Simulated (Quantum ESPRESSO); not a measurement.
# Planted mistakes on one cell of Al7GaAs8

These are calculations, not measurements. They come from pw.x of Quantum ESPRESSO 7.5, a plane-wave density functional program, with PseudoDojo standard norm-conserving files (v0.5 for PBE, v0.4.1 for LDA and PBEsol). The cells are made up: elements, strain and atom displacements were drawn at random, and nothing was relaxed. There is no spin polarisation, spin-orbit coupling or dispersion term.

The cell has 16 sites of a zincblende or diamond lattice (two cubes along c). Sites 1 to 8 hold Al Al Ga Al Al Al Al Al; sites 9 to 16 hold As As As As As As As As. Cell vectors in Å: (5.618, 0.021, 0.056); (0.021, 5.715, -0.078); (0.112, -0.157, 11.561). Settings: PBE, cutoff 1143 eV, 4 x 4 x 2 k mesh shifted by half a step, Fermi-Dirac smearing of 0.025 eV.

The intended run has a self-consistency threshold of 1e-07 eV, a smearing term of 0.000 eV, a pressure of 1.21 GPa and 12 iterations. Each further run changes one thing: all lengths scaled by 0.9859; atoms of sites 3 and 16 exchanged; cutoff 833 eV; files of PBEsol; k mesh 1 x 1 x 1; one electron removed; smearing 0.48 eV; threshold 0.2 eV. A coarse mesh keeps the shift, and a charged cell sits in a uniform background.

```
run,change of free energy (eV),smearing term -TS (eV),change of P (GPa),largest change of a force component (eV/Å),iterations
A,0.018,0.000,0.51,0.781,5
B,-6.357,-0.005,-4.76,0.082,13
C,4.266,-0.005,1.91,0.571,14
D,11.206,0.000,-48.90,0.008,12
E,-0.439,-1.802,0.34,0.069,12
F,32.788,0.000,-2.09,0.067,12
G,0.272,0.000,3.32,0.117,12
H,4.861,0.000,1.81,0.178,12
```

A rerun of the intended cell at 1437 eV and k mesh 6 x 6 x 4 moved values by no more than 0.018 eV in the cell's energy, 0.02 GPa in stress and 0.002 eV/Å in force.

Question: which change belongs to which run?

## Worked reading

Run A has the fewest iterations, as a run stopped early does. Run E has the largest smearing term, as wide smearing gives. Run D has a higher energy and the largest fall in pressure, as too small a basis gives. Run G changes the volume by a factor of 0.9583; minus its pressure change over the logarithm of that factor, 78 GPa, is a rough bulk modulus with clamped atoms. Energies from files of another functional, or of a charged cell, have another zero and say nothing on stability; the pressure of a charged cell rests on the program's zero of potential too.

## Key

```
run                             change
  A                   threshold 0.2 eV
  B               one electron removed
  C  atoms of sites 3 and 16 exchanged
  D                      cutoff 833 eV
  E                   smearing 0.48 eV
  F                    files of PBEsol
  G       all lengths scaled by 0.9859
  H                   k mesh 1 x 1 x 1
```